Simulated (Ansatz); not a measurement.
# WSe₂: gradients before and after relaxing the atoms

Start: an entry of the Crystallography Open Database (COD), atoms as given.

```cif
data_WSe2
_symmetry_space_group_name_H-M 'P6_3/mmc'
_symmetry_Int_Tables_number 194
_cell_length_a 3.2900
_cell_length_b 3.2900
_cell_length_c 12.9700
_cell_angle_alpha 90.000
_cell_angle_beta 90.000
_cell_angle_gamma 120.000
loop_
_atom_site_label
_atom_site_type_symbol
_atom_site_symmetry_multiplicity
_atom_site_Wyckoff_symbol
_atom_site_fract_x
_atom_site_fract_y
_atom_site_fract_z
W W 2 c 0.3333 0.6667 0.2500
Se Se 4 f 0.3333 0.6667 0.6210
```

One atom of each set is listed.

Computed with Ansatz: DFT, PBE, plane waves and PAW, scalar-relativistic, collinear spin, 420 eV cutoff, Γ-centred 15×15×4 k-points, Fermi–Dirac smearing 0.02 eV. Start moments as typed (μB): 2 on each W, none on the rest.

The largest force at the start is 0.17 eV/Å. Relaxing the ions at fixed cell moves them by 0.009 Å at most (atom 5, Se) and 0.008 Å rms.

```csv
site,moved (Å),first shell before,first shell after,V_zz before (10²¹ V/m²),η before
W,0.000,6 Se at 2.53 Å,6 Se at 2.54 Å,-17.02,0.00
Se,0.009,3 W at 2.53 Å,3 W at 2.54 Å,-7.65,0.00
```

(1) How do the gradients change?

## Answers

(1) 

| site | V_zz after | η after | change of V_zz |
| --- | --- | --- | --- |
| W | -16.49 | 0.00 | +0.53 |
| Se | -7.27 | 0.00 | +0.38 |

The largest change of V_zz is on W, from -17.02 to -16.49. In per cent, |V_zz| changes by -3 on W, -5 on Se (all sites that start above 0.5).

Without spin–orbit coupling the gradients at and beside W can be off by some per cent, at some sites by more. The start moments die out, and the run ends without spin.
